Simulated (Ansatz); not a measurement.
MoS2 (3R-MoS2 type, space group R3m)

```
CELL_PARAMETERS angstrom
      1.57655     0.91022     5.99710
     -1.57655     0.91022     5.99710
      0.00000    -1.82045     5.99710
ATOMIC_POSITIONS crystal
  Mo 0.00002 0.00002 0.00002
  S  0.75355 0.75355 0.75355
  S  0.57974 0.57974 0.57974
```

Two coordinates are scanned: the volume, and the ratio of the stretch along z (the conventional c axis) to the stretch across it. Atoms keep their fractional coordinates.

These are PBE-D3(BJ) (plane waves to 420 eV, PAW, scalar-relativistic; Ansatz, a first-principles code) values and carry that method's errors. k mesh 12×12×12 (Γ-centred), Fermi-Dirac smearing 0.05 eV. Energies are smeared free energies. As the atoms are clamped, bonds stretch with the cell, which overstates energies and stresses. As the smearing reaches across the gap at some points, the response to shear is sensitive to the k mesh, so small differences along c/a are uncertain. MoS2 is run without spin polarisation. MoS2 was relaxed with its symmetry unable to fall. This is one of several known forms of MoS2; the measured ambient cells at hand have space group No. 194. The last digit holds for this mesh only.

Changes of ΔE (meV/atom) from the point V/V₀ = 1.000, (c/a)/(c/a)₀ = 1.000 when one coordinate moves alone (two changes are said to add if the coupling is within 5 % of the smaller one, nearly so within 20 %):

```csv
point,change
"V/V₀ = 1.000, (c/a)/(c/a)₀ = 0.880",100.9
"V/V₀ = 1.000, (c/a)/(c/a)₀ = 0.920",44.2
"V/V₀ = 1.000, (c/a)/(c/a)₀ = 0.960",10.8
"V/V₀ = 0.920, (c/a)/(c/a)₀ = 1.000",62.6
"V/V₀ = 0.947, (c/a)/(c/a)₀ = 1.000",26.4
"V/V₀ = 0.973, (c/a)/(c/a)₀ = 1.000",6.3
"V/V₀ = 1.027, (c/a)/(c/a)₀ = 1.000",5.7
"V/V₀ = 1.053, (c/a)/(c/a)₀ = 1.000",21.8
"V/V₀ = 1.080, (c/a)/(c/a)₀ = 1.000",46.9
"V/V₀ = 1.000, (c/a)/(c/a)₀ = 1.040",10.2
"V/V₀ = 1.000, (c/a)/(c/a)₀ = 1.080",39.6
"V/V₀ = 1.000, (c/a)/(c/a)₀ = 1.120",86.6
```

### Question
Do the two effects add at V/V₀ = 0.947, (c/a)/(c/a)₀ = 0.880? Give the computed change.

### Answer
The sum of the single changes is 26.4 + (100.9) = 127.3; the calculation gives 136.6, so the coupling contributes 9.3 (over 20 % of the smaller single change, not additive).

### Question
What is the change at V/V₀ = 1.053, (c/a)/(c/a)₀ = 1.080, where both move, and how far is it from the sum?

### Answer
The sum of the single changes is 21.8 + (39.6) = 61.4; the calculation gives 65.4, so the coupling contributes 4.0 (under 20 % of the smaller single change, nearly additive).

(A scan under strain: stresses follow from slopes of the energy per volume, elastic moduli from its curvatures.)
